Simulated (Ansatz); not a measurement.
A geometry of Os away from equilibrium: step 2 of the relaxation of a randomly generated symmetric cell of Os (space group No. 136). Computed with r2SCAN (plane waves to 500 eV, PAW, scalar-relativistic; Ansatz, a first-principles code). Γ-centred k-mesh 8×8×8 on the run's cell (coarser than for final values), Fermi–Dirac smearing 0.05 eV.

```yaml
crystal:
  lattice:
    - [4.10435, 0.00000, 0.00000]
    - [0.00000, 4.10435, 0.00000]
    - [0.00000, 0.00000, 3.97247]
  atoms:
    - { symbol: Os, position: [0.79954, 0.79954, 0.50000] }
    - { symbol: Os, position: [0.20046, 0.20046, 0.50000] }
    - { symbol: Os, position: [0.70046, 0.29954, 0.00000] }
    - { symbol: Os, position: [0.29954, 0.70046, 0.00000] }
```

Question: Predict the force on each atom, in eV/Å.

Answer: 
```json
[
 {"atom": "Os1", "Fx": "-2.03", "Fy": "-2.03", "Fz": "0.00"},
 {"atom": "Os2", "Fx": "2.03", "Fy": "2.03", "Fz": "0.00"},
 {"atom": "Os3", "Fx": "2.03", "Fy": "-2.03", "Fz": "0.00"},
 {"atom": "Os4", "Fx": "-2.03", "Fy": "2.03", "Fz": "0.00"}
]
```

Question: What is the pressure?

Answer: -29.0 GPa, compression positive.

No spin polarisation in the result.

The run could not lose the symmetry of its start; a randomly shaken copy of 2 atoms returns to this structure.

The end of the path is a generated cell of Os: the first start was made by a random draw of sites in a space group, and the end was not matched to a known phase here, so it may be hypothetical. Known forms of Os include space group No. 194.
